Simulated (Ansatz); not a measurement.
BaHfO₃ (cubic perovskite, space group No. 221) at seven volumes, the program Ansatz at the LDA level (PAW), scaled uniformly. One row is withheld.

```
V (Å³/atom)  P (GPa)
-----------  -------
12.739         21.21
13.159         12.96
13.579          5.95
13.999          0.00
14.419         -5.06
14.839             ?
15.259        -13.00
```

Q: Fit the shown pressures and predict the withheld one.

A: P = (3/2)B₀(x^(7/2) − x^(5/2))[1 + (3/4)(B′ − 4)(x − 1)] with x = (V₀/V)^(2/3). Least squares on the six rows gives V₀ = 13.999 Å³/atom, B₀ = 182 GPa, B′ = 4.42. At V = 14.839, x = 0.9619 and P = -9.33 GPa. The run itself gave -9.35 GPa.

Space group Pm-3m (cubic perovskite). Symmetry was held in the LDA relaxation; phonons on a q-mesh show weakly imaginary modes. No spin polarisation was allowed. Spin–orbit coupling is left out wherever it is not named.

Potentials: the later of the program's two PAW sets.
